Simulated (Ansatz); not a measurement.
Bi2Te3 in space group R-3m (No. 166; Bi on 6c, Te on 6c, Te on 3a), DFT-PBE+D3(BJ) in the program Ansatz with PAW potentials. The conduction-band minimum lies at Γ, with 1 equivalent valley. Second derivatives d²E/dk² of the lowest band at one valley (eV·Å²), along Cartesian directions:

| direction | d²E/dk² |
|---|---|
| [100] | 104.5 |
| [010] | 104.5 |
| [001] | 59.90 |
| [110] | 104.5 |
| [101] | 82.02 |
| [011] | 81.91 |

Q: Find the principal effective masses, the density-of-states mass and the conductivity mass.

A: Off-diagonal terms follow from H_xy = H[110] − (H_xx + H_yy)/2, and m*/mₑ = 7.620 eV·Å² over each eigenvalue: 0.073, 0.073, 0.13. One valley's DOS mass (m₁m₂m₃)^(1/3) = 0.088, conductivity mass 3/(Σ 1/mᵢ) = 0.085 mₑ.

Q: What effective density of states Nc follows at 300 K for parabolic valleys?

A: Nc = 2.509e19 × 1 × (0.088)^(3/2) ≈ 6.6e17 cm⁻³.

The PBE+D3(BJ) relaxation kept the symmetry of its start; of distortions, only those at the zone centre were tested. Spin–orbit coupling is left out wherever it is not named.

Potentials: the later of the program's two PAW sets.

Edges and masses are those of Kohn–Sham bands, whose gap is no quasiparticle gap.
